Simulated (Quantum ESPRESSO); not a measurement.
Pt2Ti2Zr2ZnAl, one composition in several site orders

A calculation, not a measurement. The program is pw.x of Quantum ESPRESSO 7.5 (plane-wave density functional theory). The cell is made up: eight metal atoms on a hexagonal close-packed lattice, with elements, volume, strain and displacements drawn at random and not relaxed, so it may be unstable or far from any real phase. PseudoDojo standard norm-conserving files set the functional (PBE unless stated); there is no spin polarisation or spin-orbit coupling, the Fermi-Dirac width of 0.25 eV means electrons at about 2900 K, and the masses in the input are unused placeholders. Heavy elements are run without spin-orbit coupling, which real alloys of them have. A spin test at this wide smearing found no moment, but such smearing suppresses magnetism that the real alloy may have.

The runs put one composition on the sites in different orders. Cell, positions, cutoff, mesh and smearing stay as in the input of run 1; sites are counted in its order. Stress in the tables is positive in tension.

Input of run 1:

```
&control calculation='scf', pseudo_dir='./dojo.nc.sr.pbe.v0_5.standard.upf', outdir='./o', disk_io='minimal', tprnfor=.true., tstress=.true. /
&system ibrav=0, nat=8, ntyp=5, nbnd=70, ecutwfc=84.00895049, nosym=.true., tot_charge=0,
 occupations='smearing', smearing='fd', degauss=0.0183746611
/
&electrons conv_thr=1.470e-08, electron_maxstep=70, mixing_beta=0.5 /
ATOMIC_SPECIES
Al 1.0 Al.upf
Pt 1.0 Pt.upf
Ti 1.0 Ti.upf
Zn 1.0 Zn.upf
Zr 1.0 Zr.upf
CELL_PARAMETERS angstrom
-0.0007 5.312 -0.0086
3.0063 -0.0082 4.7908
3.0459 0.0074 -4.816
ATOMIC_POSITIONS angstrom
Pt 0.0183 0.0167 0.031
Ti 3.0299 -0.0036 -0.0304
Zr 3.0757 1.7731 -2.3588
Pt 2.987 1.7525 2.3653
Zn 1.5027 2.6627 -0.0013
Zr 4.5049 2.6197 -0.0228
Ti 1.5414 4.387 -2.4113
Al 1.4529 4.4035 2.3646
K_POINTS automatic
5 5 5 1 1 1
```

| run | elements on sites 1 to 8 | free energy less that of run 1 (eV) | -TS (eV) | pressure (GPa) | stress xx (GPa) | stress yy (GPa) | stress zz (GPa) | stress yz (GPa) | stress xz (GPa) | stress xy (GPa) | iterations |
| --- | --- | --- | --- | --- | --- | --- | --- | --- | --- | --- | --- |
| 1 | Pt Ti Zr Pt Zn Zr Ti Al | 0.000 | -1.728 | -10.28 | 12.51 | 11.00 | 7.34 | 0.80 | -0.61 | -0.64 | 16 |
| 2 | Zr Pt Zn Zr Pt Al Ti Ti | 0.261 | -1.915 | -9.70 | 10.65 | 10.47 | 7.98 | 1.09 | 0.85 | 0.39 | 18 |
| 3 | Zr Pt Al Ti Ti Zr Pt Zn | 0.526 | -1.888 | -9.41 | 9.85 | 10.89 | 7.49 | -0.17 | -2.27 | -0.16 | 16 |
| 4 | Pt Ti Al Zn Pt Ti Zr Zr | -0.041 | -1.817 | -10.04 | 9.73 | 11.34 | 9.04 | 0.20 | -0.20 | -1.00 | 16 |
| 5 | Zr Zn Ti Pt Ti Al Zr Pt | -0.063 | -1.740 | -10.28 | 12.13 | 9.84 | 8.86 | -0.66 | 0.32 | 0.08 | 17 |
| 6 | Ti Zn Zr Al Pt Pt Zr Ti | 0.511 | -1.890 | -9.48 | 8.50 | 10.40 | 9.53 | -0.36 | -0.18 | 0.12 | 16 |

Forces Fx Fy Fz (eV/Å):

```
site              run 1             run 2              run 3              run 4              run 5             run 6
   1   -0.16 -0.12 0.09   0.36 -0.16 0.22    0.22 0.05 -0.33   -0.43 0.31 -0.02    0.04 0.17 -0.42  -0.06 0.06 -0.66
   2    -0.39 0.09 0.25   0.38 -0.16 0.23    -0.03 0.14 0.08    -0.64 0.21 0.12    -0.10 0.14 0.22   0.01 -0.12 0.10
   3  -0.32 -0.76 -0.51   -0.22 0.00 0.24  -0.45 -0.22 -0.01  -0.25 -0.15 -0.41    0.53 0.01 -0.21  -0.17 -0.23 0.01
   4   0.16 -0.30 -0.18   0.10 0.03 -0.26   0.32 -0.26 -0.51    0.10 -0.14 0.15     0.33 0.07 0.16   0.09 0.01 -0.11
   5   0.11 -0.05 -0.13  -0.15 0.23 -0.19    0.06 0.03 -0.07   0.34 -0.19 -0.11    0.10 -0.10 0.40   -0.35 0.15 0.24
   6     0.66 0.21 0.50  -0.52 0.37 -0.13    -0.17 0.46 0.57    0.57 -0.32 0.11    0.09 0.04 -0.29    0.49 0.23 0.10
   7    -0.45 0.48 0.20  -0.06 -0.14 0.13   -0.18 -0.04 0.15    -0.20 0.20 0.75    -0.73 0.02 0.23  -0.45 -0.08 0.12
   8    0.38 0.45 -0.22  0.11 -0.17 -0.24    0.22 -0.16 0.12    0.52 0.08 -0.60  -0.26 -0.34 -0.09   0.42 -0.03 0.21
```

The sites are displaced and not relaxed, so the energy differences mix bonding between neighbours with strain and are not ordering energies. A rerun of one cell of this series at a higher cutoff and on a denser mesh moved values by no more than 0.003 eV in energy, 0.02 GPa in stress and 0.003 eV/Å in force, and a second program with other atomic files agreed on that cell to 2 % rms in force and 0.5 GPa in pressure.